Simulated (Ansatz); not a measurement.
Li6SI2O:
```yaml
crystal:
  lattice:
    - [0.00000, 4.42512, 4.42512]
    - [4.42512, 0.00000, 4.42512]
    - [4.42512, 4.42512, 0.00000]
  atoms:
    - { symbol: Li, position: [0.27557, 0.72443, 0.72443] }
    - { symbol: Li, position: [0.72443, 0.27557, 0.27557] }
    - { symbol: Li, position: [0.72443, 0.27557, 0.72443] }
    - { symbol: Li, position: [0.27557, 0.72443, 0.27557] }
    - { symbol: Li, position: [0.72443, 0.72443, 0.27557] }
    - { symbol: Li, position: [0.27557, 0.27557, 0.72443] }
    - { symbol: I, position: [0.25000, 0.25000, 0.25000] }
    - { symbol: I, position: [0.75000, 0.75000, 0.75000] }
    - { symbol: S, position: [0.00000, 0.00000, 0.00000] }
    - { symbol: O, position: [0.50000, 0.50000, 0.50000] }
```

DFT-PBE in the program Ansatz with PAW potentials gives a gap of 3.57 eV without spin–orbit coupling, maximum at X, minimum at X.

Q: What happens when spin–orbit coupling is switched on?

A: The gap drops by 0.07 eV, to 3.50 eV; maximum at X, minimum at X.

Q: Give the electron effective mass with spin–orbit coupling.

A: 0.18, 0.59, 0.59 mₑ (principal values).

Q: Give the hole effective mass with spin–orbit coupling.

A: 0.80, 0.92, 0.92 mₑ (principal values).

Space group Fm-3m. The start of the workflow was typed in or built on a structure type; neither database checked (COD, Materials Project) lists it. Whether it is the stable phase at ambient conditions was not checked. The PBE relaxation kept the symmetry of its start; its stability against distortions is not shown here. The volume moved by 23 % from the start of the relaxation.

Potentials: the later of the program's two PAW sets.
